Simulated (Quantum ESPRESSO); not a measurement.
GaInAl2P4, input and log of a self-consistent run

Computed values, not a measurement. The program is pw.x of Quantum ESPRESSO 7.5 (plane-wave density functional theory). The cell is made up: 8 atoms on a zincblende/diamond lattice, with randomly drawn elements, strain and displacements, not relaxed. PseudoDojo standard norm-conserving files (v0.5 for PBE, v0.4.1 for LDA and PBEsol) set the functional; there is no spin polarisation, spin-orbit coupling or dispersion term, and the masses in the input are unused placeholders.

Input:

```
&control calculation='scf', pseudo_dir='./dojo.nc.sr.pbe.v0_5.standard.upf', outdir='./o', disk_io='medium', tprnfor=.true., tstress=.true. /
&system ibrav=0, nat=8, ntyp=4, nbnd=32, ecutwfc=101.20763327, nosym=.true., tot_charge=0,
 occupations='smearing', smearing='fd', degauss=0.0018374661
/
&electrons conv_thr=7.350e-09, electron_maxstep=60, /
ATOMIC_SPECIES
Al 1.0 Al.upf
Ga 1.0 Ga.upf
In 1.0 In.upf
P 1.0 P.upf
CELL_PARAMETERS angstrom
5.7188 0.0 0.0
0.0 5.7188 0.0
0.0 0.0 5.7188
ATOMIC_POSITIONS angstrom
Ga -0.1648 0.095 -0.1528
In 0.0071 2.7462 2.8818
Al 2.8305 -0.0315 2.7487
Al 3.0815 2.7643 -0.0204
P 1.4715 1.3723 1.3875
P 1.3918 4.2431 4.2492
P 4.2409 1.3654 4.3199
P 4.3183 4.5078 1.3551
K_POINTS automatic
6 6 6 1 1 1
```

The log is shortened where brackets say so; the opening notice, blank lines, dates and the lines on written files are dropped, and the path of the files is cut. It prints rydbergs, bohrs and kilobars, and counts compression as positive stress.

```
     Program PWSCF v.7.5
     Parallel version (MPI & OpenMP), running on       1 processor cores
     Number of MPI processes:                 1
     Threads/MPI process:                     1
     [start-up lines left out]
     bravais-lattice index     =            0
     lattice parameter (alat)  =      10.8070  a.u.
     unit-cell volume          =    1262.1510 (a.u.)^3
     number of atoms/cell      =            8
     number of atomic types    =            4
     number of electrons       =        52.00
     number of Kohn-Sham states=           32
     kinetic-energy cutoff     =     101.2076  Ry
     charge density cutoff     =     404.8305  Ry
     scf convergence threshold =      7.3E-09
     mixing beta               =       0.7000
     number of iterations used =            8  plain     mixing
     Exchange-correlation= PBE
                           (   1   4   3   4   0   0   0)
     [axes and pseudopotential details left out]
   Cartesian axes
     site n.     atom                  positions (alat units)
         1        Ga     tau(   1) = (  -0.0288172   0.0166119  -0.0267189  )
         2        In     tau(   2) = (   0.0012415   0.4802056   0.5039169  )
         3        Al     tau(   3) = (   0.4949465  -0.0055081   0.4806428  )
         4        Al     tau(   4) = (   0.5388368   0.4833706  -0.0035672  )
         5        P      tau(   5) = (   0.2573092   0.2399629   0.2426208  )
         6        P      tau(   6) = (   0.2433727   0.7419564   0.7430230  )
         7        P      tau(   7) = (   0.7415717   0.2387564   0.7553857  )
         8        P      tau(   8) = (   0.7551060   0.7882423   0.2369553  )
     number of k points=   108  Fermi-Dirac smearing, width (Ry)=  0.0018
     Number of k-points >= 100: set verbosity='high' to print them.
     Dense  grid:   173781 G-vectors     FFT dimensions: (  72,  72,  72)
     Estimated max dynamical RAM per process >     221.18 MB
     Initial potential from superposition of free atoms
     starting charge      51.9880, renormalised to      52.0000
     Starting wfcs are   42 randomized atomic wfcs
     total cpu time spent up to now is       64.0 secs
     per-process dynamical memory:   174.3 Mb
     Self-consistent Calculation
     iteration #  1     ecut=   101.21 Ry     beta= 0.70
     Davidson diagonalization with overlap
     ethr =  1.00E-02,  avg # of iterations =  4.0
     Threshold (ethr) on eigenvalues was too large:
     Diagonalizing with lowered threshold
     Davidson diagonalization with overlap
     ethr =  7.29E-04,  avg # of iterations =  2.0
     total cpu time spent up to now is      378.6 secs
     total energy              =    -350.59659151 Ry
     estimated scf accuracy    <       0.38686310 Ry
     iteration #  2     ecut=   101.21 Ry     beta= 0.70
     Davidson diagonalization with overlap
     ethr =  7.44E-04,  avg # of iterations =  2.0
     total cpu time spent up to now is      518.5 secs
     total energy              =    -350.69052639 Ry
     estimated scf accuracy    <       0.11073111 Ry
     iteration #  3     ecut=   101.21 Ry     beta= 0.70
     Davidson diagonalization with overlap
     ethr =  2.13E-04,  avg # of iterations =  2.1
     total cpu time spent up to now is      684.6 secs
     total energy              =    -350.71110938 Ry
     estimated scf accuracy    <       0.00611184 Ry
     iteration #  4     ecut=   101.21 Ry     beta= 0.70
     Davidson diagonalization with overlap
     ethr =  1.18E-05,  avg # of iterations = 12.6
     total cpu time spent up to now is      906.4 secs
     total energy              =    -350.71277037 Ry
     estimated scf accuracy    <       0.00195401 Ry
     iteration #  5     ecut=   101.21 Ry     beta= 0.70
     Davidson diagonalization with overlap
     ethr =  3.76E-06,  avg # of iterations =  3.4
     total cpu time spent up to now is     1026.6 secs
     total energy              =    -350.71311239 Ry
     estimated scf accuracy    <       0.00016415 Ry
     iteration #  6     ecut=   101.21 Ry     beta= 0.70
     Davidson diagonalization with overlap
     ethr =  3.16E-07,  avg # of iterations =  2.1
     total cpu time spent up to now is     1128.6 secs
     total energy              =    -350.71312707 Ry
     estimated scf accuracy    <       0.00002722 Ry
     iteration #  7     ecut=   101.21 Ry     beta= 0.70
     Davidson diagonalization with overlap
     ethr =  5.23E-08,  avg # of iterations =  3.4
     total cpu time spent up to now is     1278.1 secs
     total energy              =    -350.71313649 Ry
     estimated scf accuracy    <       0.00000123 Ry
     iteration #  8     ecut=   101.21 Ry     beta= 0.70
     Davidson diagonalization with overlap
     ethr =  2.36E-09,  avg # of iterations =  4.3
     total cpu time spent up to now is     1523.8 secs
     total energy              =    -350.71313684 Ry
     estimated scf accuracy    <       0.00000037 Ry
     iteration #  9     ecut=   101.21 Ry     beta= 0.70
     Davidson diagonalization with overlap
     ethr =  7.17E-10,  avg # of iterations =  2.1
     total cpu time spent up to now is     1691.8 secs
     total energy              =    -350.71313693 Ry
     estimated scf accuracy    <       0.00000001 Ry
     iteration # 10     ecut=   101.21 Ry     beta= 0.70
     Davidson diagonalization with overlap
     ethr =  2.01E-11,  avg # of iterations =  5.0
     total cpu time spent up to now is     1844.6 secs
     total energy              =    -350.71313694 Ry
     estimated scf accuracy    <          9.6E-09 Ry
     iteration # 11     ecut=   101.21 Ry     beta= 0.70
     Davidson diagonalization with overlap
     ethr =  1.85E-11,  avg # of iterations =  2.0
     total cpu time spent up to now is     1926.6 secs
     End of self-consistent calculation
     [lines on levels left out]
!    total energy              =    -350.71313694 Ry
     estimated scf accuracy    <          1.7E-09 Ry
     smearing contrib. (-TS)   =      -0.00000000 Ry
     internal energy E=F+TS    =    -350.71313694 Ry
     The total energy is F=E-TS. E is the sum of the following terms:
     one-electron contribution =    -168.25453399 Ry
     hartree contribution      =     114.76838842 Ry
     xc contribution           =    -102.53973420 Ry
     ewald contribution        =    -194.68725716 Ry
     convergence has been achieved in  11 iterations
     Forces acting on atoms (cartesian axes, Ry/au):
     atom    1 type  2   force =     0.08844865   -0.04745815    0.03808047
     atom    2 type  3   force =    -0.00380934    0.03157611   -0.03399633
     atom    3 type  1   force =    -0.02563297   -0.01011669    0.02717172
     atom    4 type  1   force =    -0.06952600    0.05887623    0.03476455
     atom    5 type  4   force =     0.01618383   -0.00227429   -0.04356893
     atom    6 type  4   force =     0.05000061    0.03472055    0.03508517
     atom    7 type  4   force =    -0.04391884   -0.00350513   -0.05507938
     atom    8 type  4   force =    -0.01174594   -0.06181862   -0.00245727
     Total force =     0.201846     Total SCF correction =     0.000079
     Computing stress (Cartesian axis) and pressure
          total   stress  (Ry/bohr**3)                   (kbar)     P=      -19.31
  -0.00015560  -0.00007497  -0.00003443          -22.89      -11.03       -5.06
  -0.00007497  -0.00012956  -0.00000447          -11.03      -19.06       -0.66
  -0.00003443  -0.00000447  -0.00010867           -5.06       -0.66      -15.99
     init_run     :     62.33s CPU     63.73s WALL (       1 calls)
     electrons    :   1809.72s CPU   1862.59s WALL (       1 calls)
     forces       :     18.39s CPU     18.56s WALL (       1 calls)
     stress       :     77.92s CPU     81.70s WALL (       1 calls)
     [timing details left out]
     PWSCF        :  32m49.14s CPU  33m48.70s WALL
     JOB DONE.
```

In other units: free energy -4771.695 eV for the cell, pressure -1.93 GPa, largest force component 2.274 eV/Å. This run is the check on a run of the same cell at 1088 eV and a 4 x 4 x 4 mesh: rerunning at 1377 eV and a 6 x 6 x 6 mesh moved values by no more than 0.006 eV in energy, 0.02 GPa in stress and 0.002 eV/Å in force.